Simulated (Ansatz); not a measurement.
KTaF6:
```xyz
16
Lattice="5.1503 0.0000 0.0000 0.0000 5.1503 0.0000 0.0000 0.0000 9.2797" Properties=species:S:1:pos:R:3 pbc="T T T"
K      0.0000     0.0000     0.0000
K      0.0000     0.0000     4.6398
Ta     2.5752     2.5752     2.3199
Ta     2.5752     2.5752     6.9598
F      1.2281     1.2281     2.3199
F      1.2281     3.9223     6.9598
F      3.9223     3.9223     2.3199
F      3.9223     1.2281     6.9598
F      1.6226     3.5285     0.9937
F      3.5285     3.5277     8.2860
F      3.5277     1.6218     0.9937
F      1.6218     1.6226     8.2860
F      3.5277     3.5285     5.6335
F      1.6218     3.5277     3.6462
F      1.6226     1.6218     5.6335
F      3.5285     1.6226     3.6462
```

Relaxed with LDA. Special points in fractions of this cell's reciprocal vectors: Γ (0.000, 0.000, 0.000); X (0.000, 0.500, 0.000); M (0.500, 0.500, 0.000); Z (0.000, 0.000, 0.500); R (0.000, 0.500, 0.500); A (0.500, 0.500, 0.500).

Question: List the band energies nearest the valence-band maximum at these points for LDA (plane waves, PAW; program Ansatz).

Answer: In eV from the valence-band maximum; about four levels below and three above (degenerate sets whole), none deeper than 8.9 eV; points with the same levels are listed once.

| k | below | above |
|---|---|---|
| Γ | -0.18 -0.18 -0.12 0.00 | 6.53 6.58 6.64 6.64 |
| X | -0.15 -0.14 -0.13 -0.06 | 6.51 6.53 6.56 |
| M | -0.29 -0.15 -0.09 -0.09 | 6.51 6.51 6.59 |
| Z | -0.15 -0.15 -0.08 -0.08 | 6.61 6.61 6.64 6.64 6.64 6.64 |
| R | -0.19 -0.19 -0.13 -0.13 | 6.56 6.56 6.58 6.58 |
| A | -0.18 -0.18 -0.17 -0.17 | 6.51 6.51 6.65 6.65 6.66 6.66 |

Space group P4_2/mcm. The first step of the workflow began from a Materials Project structure, measured or hypothetical; the Crystallography Open Database copy checked does not list it. Whether it is the stable phase at ambient conditions was not checked. The LDA relaxation kept the symmetry of its start; phonons on a q-mesh show weakly imaginary modes. The run is not spin-polarised. Point labels and valley counts follow the cell and symmetry of the run, lower than the named group. Scalar-relativistic: spin–orbit coupling is off unless named, which matters more the heavier the elements.

Potentials: the later of the program's two PAW sets.
